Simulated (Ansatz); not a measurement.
**A vibration from a frozen displacement in Ta2O5**

These are results of Ansatz 0.2.0, DFT PBEsol, scalar-relativistic, plane waves, PAW, not measurements. Cutoff 420 eV, Γ-centred 10×10×6 k-points, Gaussian smearing of 0.03 eV. Spin–orbit coupling is left out, which matters for the heavy elements here. No spin polarisation. Energies are free energies at this smearing, counted from the undisturbed cell; pressure is positive in compression.

The undisturbed cell (relaxed at this level; it needn't be the usual structure):

```
Ta O
1.0
     3.66999    0.00000    0.00000
     0.00000    3.85909    0.00000
     0.00000    0.00000    6.43348
Ta O
2 5
Direct
  0.50000 0.00000 0.50000
  0.00000 0.00000 0.00000
  0.50000 0.50000 0.50000
  0.00000 0.00000 0.67925
  0.00000 0.50000 0.00000
  0.50000 0.00000 0.00000
  0.00000 0.00000 0.32075
```

Atom 1 (Ta) is moved by x along the Cartesian unit vector (-0.847, 0.000, 0.532); the cell and all other atoms stay fixed. The cell's volume is 91.12 Å³; the moved atoms weigh 180.948 u together and the others 260.943 u. Some rows repeat others by symmetry and weren't run.

```
  x (Å)  ΔE (meV/cell) total force on the moved atoms along the move (eV/Å) pressure (GPa)
-0.6000        1949.57                                               18.1004         18.3256
-0.5250         876.63                                               10.9251         12.3664
-0.4500         257.07                                                5.9080          7.9597
-0.3750         -50.80                                                2.5441          4.8094
-0.3000        -156.67                                                0.4673          2.6687
-0.2250        -145.84                                               -0.6095          1.3026
-0.1500         -84.69                                               -0.9072          0.5044
-0.0750         -24.41                                               -0.6210          0.1080
 0.0000           0.00                                                0.0000         -0.0082
 0.0750         -24.41                                                0.6210          0.1080
 0.1500         -84.69                                                0.9072          0.5044
 0.2250        -145.84                                                0.6095          1.3026
 0.3000        -156.67                                               -0.4673          2.6687
 0.3750         -50.80                                               -2.5441          4.8094
 0.4500         257.07                                               -5.9080          7.9597
 0.5250         876.63                                              -10.9251         12.3664
 0.6000        1949.57                                              -18.1004         18.3256
```

Problem. What frequency belongs to this motion?

Solution. The force constant is k = −dF/dx = -8.281 eV/Å², from the parabola through x = -0.0750, 0 and 0.0750. In every cell the moved atoms swing against the rest, so the mass is μ = m₁m₂/(m₁ + m₂) = 106.852 u, and ν̃ = 521.5 cm⁻¹ × √(|k|/μ) = 145i cm⁻¹. Steps this long are already anharmonic: the energies of the same points give k = -8.680 eV/Å², so the harmonic k is uncertain by that gap or more. The pattern needn't be a normal mode: ν̃² is then a weighted mean of the squared nonzero frequencies at the zone centre of this cell, taken without macroscopic field, so it lies between the lowest and the highest of them, and at least one of them is imaginary.

Problem. Where does the displacement stop?

Solution. The energy turns up again: a parabola through the lowest point and its two neighbours puts the minimum at x ≈ -0.27 Å, 166 meV a cell below the start. A quartic well E = kx²/2 + bx⁴ through that position would be −kx₀²/4 = 150 meV deep. For scale, k_BT is 26 meV at 300 K, but cells are coupled, so the depth doesn't fix a transition temperature; relaxing the other atoms and the cell can only lower the minimum further below this start.